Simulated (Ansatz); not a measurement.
C in space group C2/m (No. 12; C on 4i, C on 4i, C on 4i, C on 4i) under volume change, DFT-PBEsol in the program Ansatz with PAW potentials, shape and atoms relaxed at each volume.

| V (Å³/atom) | E − E(relaxed) (meV/atom) | P (GPa) |
|---|---|---|
| 5.349 | 71.5 | 46.58 |
| 5.525 | 30.2 | 28.81 |
| 5.702 | 7.2 | 13.39 |
| 5.878 | 0.0 | -0.01 |
| 6.054 | ? | ? |
| 6.231 | ? | ? |
| 6.407 | 53.9 | -30.52 |

Fill in the missing entries.


- 6.231, E − E(relaxed) (meV/atom): 25.1
- 6.231, P (GPa): -21.75
- 6.054, E − E(relaxed) (meV/atom): 6.6
- 6.054, P (GPa): -11.65

What does a third-order Birch–Murnaghan fit give for V₀, B₀ and B′?

V₀ = 5.88 Å³/atom, B₀ = 415 GPa, B′ = 3.7.

The start of the workflow was typed in or built on a structure type; the Crystallography Open Database copy checked does not list it. It is not the phase usual at ambient conditions (space group No. 194, 227). The PBEsol relaxation kept the symmetry of its start; its stability against distortions is not shown here.

Potentials: the earlier of the program's two PAW sets. The files were generated under PBE; for other functionals the program regenerates the frozen cores, and for LDA and PBEsol the local potential too.
